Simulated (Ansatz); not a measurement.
## Data sheet: RuN$_{2}$ (DFT)

RuN$_{2}$:
```cif
data_N4Ru2
_chemical_formula_sum 'Ru2 N4'
_space_group_name_H-M_alt 'P 1'
_space_group_IT_number 1
_cell_length_a 4.03955
_cell_length_b 4.82483
_cell_length_c 2.65243
_cell_angle_alpha 90.000
_cell_angle_beta 90.000
_cell_angle_gamma 90.000
loop_
_space_group_symop_operation_xyz
  'x, y, z'
loop_
_atom_site_label
_atom_site_type_symbol
_atom_site_fract_x
_atom_site_fract_y
_atom_site_fract_z
_atom_site_occupancy
Ru1 Ru 0.00000 0.00000 0.00000 1
Ru2 Ru 0.50000 0.50000 0.50000 1
N1 N 0.37737 0.90787 0.50000 1
N2 N 0.62263 0.09213 0.50000 1
N3 N 0.87737 0.59213 0.00000 1
N4 N 0.12263 0.40787 0.00000 1
```

Space group Pnnm (No. 58); conventional cell a = 4.0396 Å, b = 4.8248 Å, c = 2.6524 Å, α = β = γ = 90.00°.

Method: LDA in the plane-wave PAW code Ansatz. The cell and atoms are relaxed at this level. Other levels are named where they apply.

**Cell and energy**

```yaml
volume_per_atom: 8.62 Å³
density: 8.29 g/cm³
Formation energy from the elements (no fitted shifts): -0.014 eV/atom
```

**Electronic structure**

```yaml
electronic_character: metallic (no gap)
Density of states at the Fermi level: 0.35 states/eV per atom (mean over ±0.08 eV)
```

**Mechanics**

```yaml
Bulk modulus (Birch–Murnaghan fit): 345 GPa
Pressure derivative B′: 5.0
```

**Phonons**

```yaml
highest_zone_centre_frequency: 1048 cm⁻¹
zone_centre_stability: no imaginary mode at Γ
```

The workflow started from a Materials Project entry (that database holds measured and hypothetical structures alike); the Crystallography Open Database copy checked does not list it. Whether it is the stable phase at ambient conditions was not checked. Symmetry was held in the LDA relaxation. No spin polarisation was allowed. As this level gives no gap, phonon frequencies hold no LO–TO term and depend on the k-mesh and smearing (Fermi–Dirac, 0.1 eV here). The references are the lowest solids computed at this level, not always the standard phases (solids in place of the gases). Scalar-relativistic: spin–orbit coupling is off unless named, which matters more the heavier the elements.

Potentials: the later of the program's two PAW sets.
